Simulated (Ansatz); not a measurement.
## SiNi3 — ⁶¹Ni nuclear quadrupole resonance

Cell: a computed structure from the Materials Project (it need not be an observed phase).

```
CELL_PARAMETERS angstrom
3.46374 0.00000 0.00000
0.00000 3.46374 0.00000
0.00000 0.00000 3.46374
ATOMIC_POSITIONS crystal
Si 0.00000 0.00000 0.00000
Ni 0.00000 0.50000 0.50000
Ni 0.50000 0.50000 0.00000
Ni 0.50000 0.00000 0.50000
```

Atoms are numbered from 1 in the order listed; like atoms form one site, named after its first atom.

Level of theory: DFT, LDA, plane waves and PAW, scalar-relativistic, collinear spin, 420 eV cutoff, Γ-centred 10×10×10 k-points, Fermi–Dirac smearing 0.05 eV (Ansatz 0.2.0). Start moments as typed (μB): 1.5 on each Ni, none on the rest.

⁶¹Ni: I = 3/2, Q = 162.0 mb (year-2017 value). Static lattice, zero field.

(1) Predict the zero-field ⁶¹Ni lines of each site.

Results:

(1) For I = 3/2 there is one line, ν = (|C_Q|/2)(1 + η²/3)^½.

| site | atoms | V_zz (10²¹ V/m²) | C_Q (MHz) | η | line frequencies (MHz) |
| --- | --- | --- | --- | --- | --- |
| Ni | 2, 3, 4 | -5.04 | -19.7 | 0.00 | 9.87 |

An axis of threefold or higher order runs through Ni, so V_zz lies along it and η is zero.

At this cell the LDA pressure is -7 GPa, so with LDA the cell would shrink if it were relaxed. The run finds no gap above 0.1 eV (a metal, or nearly one), so the gradients can move by 10 % or more with the k-mesh. The start moments die out, and the run ends without spin.

The run took 8.2 s of wall time (8.2 s of CPU time) and 0.49 GiB at its peak, on 1 thread of AMD EPYC 9R45 96-Core Processor (Zen 5) (x86_64; 44 cores open to the job, memory cap 3.0 GiB, no GPU), a shared host with a load of 0.6 a core.
